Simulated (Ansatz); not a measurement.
The relaxation started from an entry of Materials Project.

A relaxed cell of Cu2SiTe3 (Cc (No. 9)), relaxed on a k-mesh at least as fine as the one used below. Calculation: r2SCAN (plane waves to 500 eV, PAW, scalar-relativistic; Ansatz, a quantum-chemistry and plane-wave program). Γ-centred k-mesh 3×3×3 on the run's cell (coarser than for final values), Fermi–Dirac smearing 0.05 eV.

```
Cu2SiTe3
1.0
    3.61333    -6.29785     0.00000
    3.61333     6.29785     0.00000
   -2.35637     0.00000     6.85259
Si Cu Te
2 4 6
Cartesian
  4.29442  -1.07052   0.09784
  3.11623   1.07052   3.52413
  1.82459  -5.22704   6.81418
  3.00278   5.22704   3.38789
  1.90890   3.11211   6.84182
  3.08708  -3.11211   3.41553
  3.00282   1.05654   0.88306
  1.82463  -1.05654   4.30935
  3.09149   5.22976   0.82838
  1.91330  -5.22976   4.25467
  3.04706  -3.12046   0.86827
  1.86887   3.12046   4.29456
```

The atoms are displaced by (Å):

| atom | ux | uy | uz |
|---|---|---|---|
| Si1 | 0.017 | -0.164 | 0.031 |
| Si2 | -0.046 | 0.025 | -0.016 |
| Cu3 | -0.126 | 0.078 | -0.062 |
| Cu4 | 0.011 | -0.178 | -0.033 |
| Cu5 | 0.017 | -0.064 | -0.082 |
| Cu6 | 0.097 | -0.034 | -0.075 |
| Te7 | 0.000 | -0.058 | 0.021 |
| Te8 | -0.097 | -0.014 | 0.044 |
| Te9 | -0.016 | 0.096 | 0.117 |
| Te10 | -0.032 | 0.002 | 0.038 |
| Te11 | 0.071 | 0.155 | -0.010 |
| Te12 | -0.047 | -0.196 | 0.017 |

Q: What forces (eV/Å) and pressure result?

A: 
| atom | Fx | Fy | Fz |
|---|---|---|---|
| Si1 | 1.91 | 3.64 | -1.19 |
| Si2 | 1.03 | -1.73 | -0.36 |
| Cu3 | 0.23 | -0.09 | 0.41 |
| Cu4 | -0.41 | 0.17 | 0.77 |
| Cu5 | -0.12 | 0.27 | 0.74 |
| Cu6 | -0.70 | 0.06 | 0.37 |
| Te7 | -0.02 | 0.11 | -0.11 |
| Te8 | 0.81 | -0.16 | -0.06 |
| Te9 | 0.19 | -0.52 | -1.13 |
| Te10 | -0.13 | -0.25 | -0.68 |
| Te11 | -2.39 | -3.43 | 0.99 |
| Te12 | -0.42 | 1.93 | 0.25 |

Pressure +1.9 GPa.

Q: Estimate the energy cost of the displacement in the harmonic approximation and compare with the calculation.

A: For a harmonic well ΔE = −½ Σ F·u = 1.173 eV a cell, or 98 meV/atom. The calculated energy relative to the undisplaced cell is +0.09 eV/atom, so the harmonic estimate holds well.

No spin polarisation in the result.

The run that gave the undisplaced cell could not lose the symmetry of its start; a randomly shaken copy of 12 atoms returns to this structure.
